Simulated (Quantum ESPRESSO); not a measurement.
GaSi2O5F, one run as intended and one with a planted mistake

Simulated, not a measurement. The program is pw.x of Quantum ESPRESSO 7.5 (plane-wave density functional theory). The cell is made up: 9 atoms on a quartz lattice, with randomly drawn elements, strain and displacements, not relaxed. PseudoDojo standard norm-conserving files (v0.5 for PBE, v0.4.1 for LDA and PBEsol) set the functional; there is no spin polarisation, spin-orbit coupling or dispersion term, and the masses in the input are unused placeholders.

Intended input:

```
&control calculation='scf', pseudo_dir='./dojo.nc.sr.pbe.v0_5.standard.upf', outdir='./o', disk_io='low', tprnfor=.true., tstress=.true. /
&system ibrav=0, nat=9, ntyp=4, nbnd=35, ecutwfc=84.00895049, nosym=.true., tot_charge=0,
 occupations='smearing', smearing='fd', degauss=0.0018374661
/
&electrons conv_thr=7.350e-09, electron_maxstep=60, /
ATOMIC_SPECIES
F 1.0 F.upf
Ga 1.0 Ga.upf
O 1.0 O.upf
Si 1.0 Si.upf
CELL_PARAMETERS angstrom
5.2671 -0.011 -0.0391
-2.6431 4.4835 0.0326
-0.0432 0.0166 5.7183
ATOMIC_POSITIONS angstrom
Ga 2.4085 -0.0849 3.7642
Si -1.2642 2.0361 1.9499
Si 1.3963 2.3911 -0.0241
O 1.425 1.228 4.4906
O 3.4812 0.7133 2.5544
O 3.0301 2.6282 0.6761
O 0.2664 1.8691 1.2015
F -1.2465 3.2824 3.1317
O 0.8462 3.7797 5.1428
K_POINTS automatic
5 5 4 1 1 1
```

The log is shortened where brackets say so; the opening notice, blank lines, dates and the lines on written files are dropped, and the path of the files is cut. It prints rydbergs, bohrs and kilobars, and counts compression as positive stress. Where no state is partly filled, the Fermi energy that it prints is only some level between the filled and the empty states on the mesh, and need not lie in the true gap.

Log of the intended run:

```
     Program PWSCF v.7.5
     Parallel version (MPI & OpenMP), running on       4 processor cores
     Number of MPI processes:                 4
     Threads/MPI process:                     1
     [start-up lines left out]
     bravais-lattice index     =            0
     lattice parameter (alat)  =       9.9537  a.u.
     unit-cell volume          =     910.1003 (a.u.)^3
     number of atoms/cell      =            9
     number of atomic types    =            4
     number of electrons       =        58.00
     number of Kohn-Sham states=           35
     kinetic-energy cutoff     =      84.0090  Ry
     charge density cutoff     =     336.0358  Ry
     scf convergence threshold =      7.3E-09
     mixing beta               =       0.7000
     number of iterations used =            8  plain     mixing
     Exchange-correlation= PBE
                           (   1   4   3   4   0   0   0)
     [axes and pseudopotential details left out]
   Cartesian axes
     site n.     atom                  positions (alat units)
         1        Ga     tau(   1) = (   0.4572589  -0.0161184   0.7146415  )
         2        Si     tau(   2) = (  -0.2400111   0.3865580   0.3701927  )
         3        Si     tau(   3) = (   0.2650906   0.4539555  -0.0045754  )
         4        O      tau(   4) = (   0.2705393   0.2331384   0.8525501  )
         5        O      tau(   5) = (   0.6609133   0.1354215   0.4849583  )
         6        O      tau(   6) = (   0.5752710   0.4989694   0.1283590  )
         7        O      tau(   7) = (   0.0505766   0.3548527   0.2281074  )
         8        F      tau(   8) = (  -0.2366507   0.6231707   0.5945600  )
         9        O      tau(   9) = (   0.1606529   0.7175842   0.9763716  )
     number of k points=    50  Fermi-Dirac smearing, width (Ry)=  0.0018
                       cart. coord. in units 2pi/alat
        k(    1) = (   0.1012278   0.1763174   0.1153933), wk =   0.0400000
        k(    2) = (   0.1029360   0.1756499   0.3456888), wk =   0.0400000
     [further k points left out]
     Dense  grid:    94709 G-vectors     FFT dimensions: (  60,  60,  64)
     Estimated max dynamical RAM per process >     207.65 MB
     Estimated total dynamical RAM >     761.23 MB
     Initial potential from superposition of free atoms
     starting charge      57.9961, renormalised to      58.0000
     Starting wfcs are   41 randomized atomic wfcs
     total cpu time spent up to now is        5.4 secs
     per-process dynamical memory:   158.9 Mb
     Self-consistent Calculation
     iteration #  1     ecut=    84.01 Ry     beta= 0.70
     Davidson diagonalization with overlap
     ethr =  1.00E-02,  avg # of iterations =  3.0
     total cpu time spent up to now is       16.6 secs
     total energy              =    -384.03497431 Ry
     estimated scf accuracy    <       2.37575583 Ry
     iteration #  2     ecut=    84.01 Ry     beta= 0.70
     Davidson diagonalization with overlap
     ethr =  4.10E-03,  avg # of iterations =  2.0
     total cpu time spent up to now is       26.5 secs
     total energy              =    -384.66921883 Ry
     estimated scf accuracy    <       2.11437821 Ry
     [iterations 3 to 10 left out]
     iteration # 11     ecut=    84.01 Ry     beta= 0.70
     Davidson diagonalization with overlap
     ethr =  2.21E-11,  avg # of iterations =  3.6
     total cpu time spent up to now is      122.4 secs
     total energy              =    -385.07029532 Ry
     estimated scf accuracy    <       0.00000002 Ry
     iteration # 12     ecut=    84.01 Ry     beta= 0.70
     Davidson diagonalization with overlap
     ethr =  2.21E-11,  avg # of iterations =  2.0
     total cpu time spent up to now is      131.1 secs
     End of self-consistent calculation
     [lines on levels left out]
     the Fermi energy is     2.6778 ev
!    total energy              =    -385.07029533 Ry
     estimated scf accuracy    <          1.1E-09 Ry
     smearing contrib. (-TS)   =      -0.00000000 Ry
     internal energy E=F+TS    =    -385.07029533 Ry
     The total energy is F=E-TS. E is the sum of the following terms:
     one-electron contribution =    -249.48088945 Ry
     hartree contribution      =     158.08819827 Ry
     xc contribution           =    -101.57388644 Ry
     ewald contribution        =    -192.10371770 Ry
     convergence has been achieved in  12 iterations
     Forces acting on atoms (cartesian axes, Ry/au):
     atom    1 type  2   force =     0.17617090    0.19962145    0.16414010
     atom    2 type  4   force =     0.03782268   -0.00840804   -0.20263502
     atom    3 type  4   force =     0.04310253   -0.10998837    0.04586890
     atom    4 type  3   force =    -0.02395498    0.06631457    0.06180235
     atom    5 type  3   force =     0.00803882   -0.02296526    0.00880474
     atom    6 type  3   force =    -0.06057907   -0.02424039    0.02762385
     atom    7 type  3   force =    -0.02130338    0.03084954    0.03449237
     atom    8 type  1   force =    -0.14191897   -0.17101810   -0.10487788
     atom    9 type  3   force =    -0.01737853    0.03983459   -0.03521942
     Total force =     0.486869     Total SCF correction =     0.000065
     Computing stress (Cartesian axis) and pressure
          total   stress  (Ry/bohr**3)                   (kbar)     P=      -21.57
  -0.00053516   0.00033117   0.00025312          -78.72       48.72       37.24
   0.00033117   0.00049329   0.00001430           48.72       72.57        2.10
   0.00025312   0.00001430  -0.00039797           37.24        2.10      -58.54
     init_run     :      5.02s CPU      5.28s WALL (       1 calls)
     electrons    :    125.12s CPU    125.80s WALL (       1 calls)
     forces       :      1.81s CPU      1.81s WALL (       1 calls)
     stress       :      6.26s CPU      6.27s WALL (       1 calls)
     [timing details left out]
     PWSCF        :   2m18.37s CPU   2m19.39s WALL
     JOB DONE.
```

A second run has one planted mistake: the files are those of another functional. The input lines that differ, file-writing options aside:

```
- &control calculation='scf', pseudo_dir='./dojo.nc.sr.pbe.v0_5.standard.upf', outdir='./o', disk_io='low', tprnfor=.true., tstress=.true. /
+ &control calculation='scf', pseudo_dir='./dojo.nc.sr.lda.v0_4_1.standard.upf', outdir='./o', disk_io='low', tprnfor=.true., tstress=.true. /
```

Its log:

```
     Program PWSCF v.7.5
     Parallel version (MPI & OpenMP), running on       4 processor cores
     Number of MPI processes:                 4
     Threads/MPI process:                     1
     [start-up lines left out]
     bravais-lattice index     =            0
     lattice parameter (alat)  =       9.9537  a.u.
     unit-cell volume          =     910.1003 (a.u.)^3
     number of atoms/cell      =            9
     number of atomic types    =            4
     number of electrons       =        58.00
     number of Kohn-Sham states=           35
     kinetic-energy cutoff     =      84.0090  Ry
     charge density cutoff     =     336.0358  Ry
     scf convergence threshold =      7.3E-09
     mixing beta               =       0.7000
     number of iterations used =            8  plain     mixing
     Exchange-correlation= SLA  PW   NOGX NOGC
                           (   1   4   0   0   0   0   0)
     [axes and pseudopotential details left out]
   Cartesian axes
     site n.     atom                  positions (alat units)
         1        Ga     tau(   1) = (   0.4572589  -0.0161184   0.7146415  )
         2        Si     tau(   2) = (  -0.2400111   0.3865580   0.3701927  )
         3        Si     tau(   3) = (   0.2650906   0.4539555  -0.0045754  )
         4        O      tau(   4) = (   0.2705393   0.2331384   0.8525501  )
         5        O      tau(   5) = (   0.6609133   0.1354215   0.4849583  )
         6        O      tau(   6) = (   0.5752710   0.4989694   0.1283590  )
         7        O      tau(   7) = (   0.0505766   0.3548527   0.2281074  )
         8        F      tau(   8) = (  -0.2366507   0.6231707   0.5945600  )
         9        O      tau(   9) = (   0.1606529   0.7175842   0.9763716  )
     number of k points=    50  Fermi-Dirac smearing, width (Ry)=  0.0018
                       cart. coord. in units 2pi/alat
        k(    1) = (   0.1012278   0.1763174   0.1153933), wk =   0.0400000
        k(    2) = (   0.1029360   0.1756499   0.3456888), wk =   0.0400000
     [further k points left out]
     Dense  grid:    94709 G-vectors     FFT dimensions: (  60,  60,  64)
     Estimated max dynamical RAM per process >     207.65 MB
     Estimated total dynamical RAM >     761.23 MB
     Initial potential from superposition of free atoms
     starting charge      57.9968, renormalised to      58.0000
     Starting wfcs are   41 randomized atomic wfcs
     total cpu time spent up to now is        5.3 secs
     per-process dynamical memory:   159.9 Mb
     Self-consistent Calculation
     iteration #  1     ecut=    84.01 Ry     beta= 0.70
     Davidson diagonalization with overlap
     ethr =  1.00E-02,  avg # of iterations =  3.0
     total cpu time spent up to now is       15.8 secs
     total energy              =    -383.52476256 Ry
     estimated scf accuracy    <       2.29559599 Ry
     iteration #  2     ecut=    84.01 Ry     beta= 0.70
     Davidson diagonalization with overlap
     ethr =  3.96E-03,  avg # of iterations =  2.0
     total cpu time spent up to now is       25.4 secs
     total energy              =    -384.12163088 Ry
     estimated scf accuracy    <       2.25131722 Ry
     [iterations 3 to 10 left out]
     iteration # 11     ecut=    84.01 Ry     beta= 0.70
     Davidson diagonalization with overlap
     ethr =  1.82E-11,  avg # of iterations =  4.5
     total cpu time spent up to now is      109.4 secs
     total energy              =    -384.55218289 Ry
     estimated scf accuracy    <       0.00000002 Ry
     iteration # 12     ecut=    84.01 Ry     beta= 0.70
     Davidson diagonalization with overlap
     ethr =  1.82E-11,  avg # of iterations =  2.0
     total cpu time spent up to now is      117.6 secs
     End of self-consistent calculation
     [lines on levels left out]
     the Fermi energy is     4.4389 ev
!    total energy              =    -384.55218290 Ry
     estimated scf accuracy    <          7.4E-10 Ry
     smearing contrib. (-TS)   =       0.00000000 Ry
     internal energy E=F+TS    =    -384.55218290 Ry
     The total energy is F=E-TS. E is the sum of the following terms:
     one-electron contribution =    -249.85138293 Ry
     hartree contribution      =     157.19510652 Ry
     xc contribution           =     -99.79218878 Ry
     ewald contribution        =    -192.10371770 Ry
     convergence has been achieved in  12 iterations
     Forces acting on atoms (cartesian axes, Ry/au):
     atom    1 type  2   force =     0.16681222    0.19413720    0.15787322
     atom    2 type  4   force =     0.03435843   -0.01250174   -0.19863696
     atom    3 type  4   force =     0.03824402   -0.10264568    0.04072786
     atom    4 type  3   force =    -0.00891139    0.06055763    0.06453104
     atom    5 type  3   force =     0.00068046   -0.00944675    0.01455882
     atom    6 type  3   force =    -0.06242383   -0.03486244    0.03661086
     atom    7 type  3   force =    -0.02782188    0.03951060    0.02867382
     atom    8 type  1   force =    -0.11727100   -0.15749988   -0.10160199
     atom    9 type  3   force =    -0.02366701    0.02275106   -0.04273667
     Total force =     0.463140     Total SCF correction =     0.000055
     Computing stress (Cartesian axis) and pressure
          total   stress  (Ry/bohr**3)                   (kbar)     P=      -93.42
  -0.00100224   0.00030863   0.00024478         -147.43       45.40       36.01
   0.00030863  -0.00003265   0.00001879           45.40       -4.80        2.76
   0.00024478   0.00001879  -0.00087029           36.01        2.76     -128.02
     init_run     :      4.00s CPU      4.30s WALL (       1 calls)
     electrons    :    110.53s CPU    112.39s WALL (       1 calls)
     forces       :      1.71s CPU      1.73s WALL (       1 calls)
     stress       :      5.77s CPU      5.81s WALL (       1 calls)
     [timing details left out]
     PWSCF        :   2m 3.05s CPU   2m 5.35s WALL
     JOB DONE.
```

```
                                            intended run  run with the mistake
                          free energy (eV)     -5239.148             -5232.099
                    smearing term -TS (eV)        0.0000                0.0000
                            pressure (GPa)         -2.16                 -9.34
            largest force component (eV/Å)         5.210                 5.107
largest change of a force component (eV/Å)                               0.634
                                iterations            12                    12
```

For scale, a rerun of the intended cell at 1437 eV and a 7 x 7 x 6 mesh moved values by no more than 0.003 eV in energy, 0.02 GPa in stress and 0.002 eV/Å in force. Files of another functional have another zero of energy, so the energy change says nothing on stability.